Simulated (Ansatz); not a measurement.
## SbAs, one cell by several methods

```
Sb As
1.0
     2.01275    1.16206    3.54008
    -2.01275    1.16206    3.54008
     0.00000   -2.32412    3.54008
Sb As
1 1
Direct
  0.50000 0.50000 0.50000
  0.00000 0.00000 0.00000
```

Atom numbers follow the list: Sb1, As2.

The conventional cell has a = 4.025 Å, b = 4.025 Å, c = 10.620 Å, α = 90.00°, β = 90.00°, γ = 120.00°. Sb (atom 1) is surrounded by 6 As at 2.92 Å. As (atom 2) has 6 Sb at 2.92 Å as nearest neighbours.

The cell comes from COD entry 9001315, which wasn't checked; take it as a given geometry. The listed cell was then made from it by scaling, straining or moving an atom.

Spin–orbit coupling is left out, though it moves levels of the heavy atoms by tenths of an eV or more.

All numbers are computed: DFT, PBEsol, PAW with Ansatz's default frozen-core files, scalar-relativistic (Ansatz 0.2.0); DFT, PBEsol, all-electron PAW with datasets made for the crystal, scalar-relativistic (Ansatz 0.2.0); DFT, PBEsol, all-electron LAPW, scalar-relativistic (Ansatz 0.2.0).

For PAW: a Γ-centred 11×11×11 k mesh, Fermi–Dirac smearing of 0.05 eV, cutoff 420 eV, no spin polarisation; the PAW files were made with PBE, and the program remakes their frozen cores for this functional. The crystal-made all-electron datasets (AE datasets) take a cutoff of 180 eV at this cell. LAPW targets a basis error of 1 meV/atom. The Ansatz runs share mesh, smearing and spin set-up. Plane-wave (PAW) pressures include the program's estimate of the Pulay term.

Stress and pressure are positive in compression.

Spin–orbit coupling is left out, which moves gradients at and beside heavy atoms by some per cent and at worst by a factor of two.

In a metal, gradients converge slowly with the k mesh: the values move by tens of per cent from one mesh to another, at times in sign, so only the comparison on one mesh counts.

```json
{"quantity": "pressure (GPa)", "PAW": "-2.76", "AE datasets": "-2.75", "LAPW": "-2.74"}
{"quantity": "stress xx (GPa)", "PAW": "-1.72", "AE datasets": "-1.72", "LAPW": "-1.71"}
{"quantity": "stress zz (GPa)", "PAW": "-4.83", "AE datasets": "-4.83", "LAPW": "-4.82"}
{"quantity": "field gradient Vzz at Sb1 (10²¹ V/m²)", "PAW": "1.86", "AE datasets": "1.83", "LAPW": "–"}
{"quantity": "field gradient Vzz at As2 (10²¹ V/m²)", "PAW": "3.24", "AE datasets": "3.24", "LAPW": "–"}
```

PAW's pressure differs from the LAPW value by about 0.01 GPa or less.
